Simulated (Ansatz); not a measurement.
C:
```
CELL_PARAMETERS angstrom
      0.00000     1.78013     1.78013
      1.78013     0.00000     1.78013
      1.78013     1.78013     0.00000
ATOMIC_POSITIONS crystal
  C  0.50000 0.50000 0.50000
  C  0.75000 0.75000 0.75000
```

Relaxed with r²SCAN.

**Question.** Which orbitals make up the states near the band edges in plane-wave PAW r²SCAN (Ansatz code)?

**Answer.** Top 1 eV of the valence band: C 2p 98 %. Bottom 1 eV of the conduction band: C 2p 53 %, C 2s 38 %, outside the projected shells 9 %. Projections are on Löwdin-orthogonalised atomic valence shells; empty p or d shells of many metals are not among them.

**Question.** Tabulate the density of states.

**Answer.** States/eV per cell of 2 atoms, in 0.25 eV bins, energy from the valence-band maximum.

```csv
E (eV),total,C 2p,C 2s
-7.85,0.51,0.45,0.06
-7.60,0.53,0.47,0.06
-7.35,0.57,0.51,0.06
-7.10,0.59,0.54,0.06
-6.85,0.67,0.61,0.06
-6.60,0.75,0.70,0.05
-6.35,0.75,0.69,0.05
-6.10,0.73,0.69,0.05
-5.85,0.73,0.68,0.04
-5.60,0.71,0.66,0.04
-5.35,0.69,0.65,0.04
-5.10,0.69,0.65,0.03
-4.85,0.68,0.64,0.03
-4.60,0.66,0.63,0.03
-4.35,0.65,0.62,0.03
-4.10,0.64,0.62,0.02
-3.85,0.63,0.61,0.02
-3.60,0.62,0.60,0.02
-3.35,0.60,0.58,0.02
-3.10,0.59,0.57,0.01
-2.85,0.46,0.44,0.01
-2.60,0.38,0.37,0.01
-2.35,0.33,0.32,0.01
-2.10,0.28,0.27,0.01
-1.85,0.24,0.24,0.01
-1.60,0.21,0.20,0.00
-1.35,0.18,0.17,0.00
-1.10,0.15,0.15,0.00
-0.85,0.12,0.12,0.00
-0.60,0.10,0.09,0.00
-0.35,0.06,0.06,0.00
-0.10,0.02,0.02,0.00
0.15,0.00,0.00,0.00
0.40,0.00,0.00,0.00
0.65,0.00,0.00,0.00
0.90,0.00,0.00,0.00
1.15,0.00,0.00,0.00
1.40,0.00,0.00,0.00
1.65,0.00,0.00,0.00
1.90,0.00,0.00,0.00
2.15,0.00,0.00,0.00
2.40,0.00,0.00,0.00
2.65,0.00,0.00,0.00
2.90,0.00,0.00,0.00
3.15,0.00,0.00,0.00
3.40,0.00,0.00,0.00
3.65,0.00,0.00,0.00
3.90,0.00,0.00,0.00
4.15,0.00,0.00,0.00
4.40,0.01,0.01,0.00
4.65,0.08,0.04,0.03
4.90,0.14,0.07,0.05
5.15,0.20,0.11,0.07
5.40,0.26,0.14,0.09
5.65,0.31,0.18,0.10
5.90,0.38,0.23,0.11
6.15,0.42,0.27,0.11
6.40,0.46,0.30,0.11
6.65,0.49,0.32,0.12
6.90,0.52,0.34,0.12
7.15,0.56,0.37,0.12
7.40,0.59,0.40,0.12
7.65,0.64,0.44,0.12
7.90,0.69,0.48,0.12
8.15,0.77,0.54,0.12
8.40,0.91,0.65,0.13
8.65,1.12,0.82,0.14
8.90,0.88,0.63,0.13
9.15,0.90,0.62,0.17
```

Space group Fd-3m (diamond). The cell was relaxed with r²SCAN under the symmetry of its start; phonons on a q-mesh show no instability.

Potentials: the later of the program's two PAW sets.
